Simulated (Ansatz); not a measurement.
Ga2BiAs:
```xyz
4
Lattice="4.2385 0.0000 0.0000 0.0000 4.2385 0.0000 0.0000 0.0000 6.0423" Properties=species:S:1:pos:R:3 pbc="T T T"
Ga     2.1193     0.0000     4.3840
Ga     0.0000     2.1193     1.6582
Bi     0.0000     0.0000     0.0000
As     2.1193     2.1193     3.0211
```

Relaxed with r²SCAN.

### Question
Map the electron localisation function on the plane through (0.500, 0.000, 0.726) spanned by u = [1, 0, 0] and v = [0, 0, 1] in lattice vectors, from plane-wave PAW r²SCAN (Ansatz code).

### Answer
x is the fraction of u, y of v (the angle between them is 90°; rows are the nearest grid lines); atoms in the plane: Ga at (0.00, 0.00), Bi at (0.50, 0.27).
```
|@  :--=++====++=--:  @|
|   :--===-::-===--:   |
|.::----:......:----::.|
|------:..    ..:------|
|-----:..      ..:-----|
|-:::..          ..:::-|
|:....            ....:|
|...                ...|
|                      |
|       ...::...       |
|      .::----::.      |
|    ..:-======-:..    |
|   .:==++++++++==:.   |
|  .:=++++++++++++=:.  |
|  .-=+++++==+++++=-.  |
|..-=++++-....-++++=-..|
|::-++++=:....:=++++-::|
|--=++++=:.--.:=++++=--|
|==+**++=:.  .:=++**+==|
|--=*##++==--==++##*=--|
|---=*#*++++++++*#*=---|
|:::-=*#*++++++*#*=-:::|
|   :-=***++++***=-:   |
|@  :--=++====++=--:  @|
```
Scale: ten equal steps from -0.025 (start of ' ') to 0.848 (end of '@'), in the order ' .:-=+*#%@'; x runs from 0.000 to 1.00, y from 0.000 (bottom) to 1.00 (top).

The density is the valence pseudo-density with augmentation charge, so density and ELF within about 1 Å of a nucleus are not all-electron values.

Space group P-4m2. The workflow started from a Materials Project entry (that database holds measured and hypothetical structures alike); the Crystallography Open Database copy checked does not list it. Its standing as an ambient phase is unchecked. The cell was relaxed with r²SCAN under the symmetry of its start; of distortions, only those at the zone centre were tested. Spin–orbit coupling is left out wherever it is not named.

Potentials: the later of the program's two PAW sets.
